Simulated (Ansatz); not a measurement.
## Rh2H: energy against volume and a worked fit

```
H Rh
1.0
     0.00000    2.57639    2.57639
     2.57639    0.00000    2.57639
     2.57639    2.57639    0.00000
H Rh
1 2
Direct
  0.00000 0.00000 0.00000
  0.25000 0.25000 0.25000
  0.75000 0.75000 0.75000
```

The cell comes from a database or a generator and needn't be the stable form of this composition.

The cell was scaled at fixed shape and fractions and run with Ansatz, Ansatz PAW, cutoff 420 eV; PBE, k mesh 9 × 9 × 9 on the cell of 3 atoms, fermi-dirac occupations of 0.05 eV, no spin polarisation, no spin-orbit coupling. Energies are those that the program minimises, any entropy of the smearing included. For a metal such a mesh isn't converged to the digits shown.

| V (Å³/atom) | energy over the lowest row (meV/atom) |
| --- | --- |
| 10.7170 | 28.35 |
| 10.9450 | 12.21 |
| 11.1730 | 3.02 |
| 11.4010 | 0.00 |
| 11.6290 | ? |
| 11.8571 | 9.76 |
| 12.0851 | 21.40 |

Fit the third-order Birch-Murnaghan form, give V0, B0 and B′, and predict the energy left open.

With y = (V0/V)^(2/3), E = E0 + (9 V0 B0/16) [(y - 1)³ B′ + (y - 1)² (6 - 4y)]. Least squares through the rows shown give V0 = 11.4085 Å³/atom, E0 = -0.01 meV, B0 = 191.6 GPa (1 eV/Å³ = 160.218 GPa) and B′ = 4.94, with a largest miss of 0.01 meV. At V = 11.6290 the form with these constants gives 2.44 meV; the run gave 2.45 meV an atom.
